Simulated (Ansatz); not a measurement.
Consider the following.

AlBN₂:
```xyz
8
Lattice="-2.0438 2.0438 3.8086 2.0438 -2.0438 3.8086 2.0438 2.0438 -3.8086" Properties=species:S:1:pos:R:3 pbc="T T T"
Al     0.0000     2.0438     1.9043
Al     0.0000     0.0000     0.0000
B      2.0438     0.0000     1.9043
B      0.0000     0.0000     3.8086
N      1.0219     1.2543    -0.9521
N     -0.7895     1.0219     4.7607
N      1.0219     0.7895     2.8564
N      2.8332     1.0219     0.9521
```

This is the PBEsol-relaxed structure.

Question: All from the program Ansatz at the PBEsol level (PAW), unless another level is named. Give the static dielectric constant ε0 (ions relaxed, cell fixed).

Answer: 8.85 (xx = yy), 10.5 (zz).

Question: Next, the Born charges (a third of the trace)?

Answer: Al +2.68, B +2.09, N -2.38 e.

Question: Predict the electronic dielectric constant ε∞ (DFPT).

Answer: 4.84 (xx = yy), 4.93 (zz).

Space group I-42d (chalcopyrite). The start of the workflow was typed in or built on a structure type; neither database checked (COD, Materials Project) lists it. Whether it is the stable phase at ambient conditions was not checked. The cell was relaxed with PBEsol under the symmetry of its start; whether a distortion lowers the energy is not shown.

Potentials: the earlier of the program's two PAW sets. The files were generated under PBE; for other functionals the program regenerates the frozen cores, and for LDA and PBEsol the local potential too.
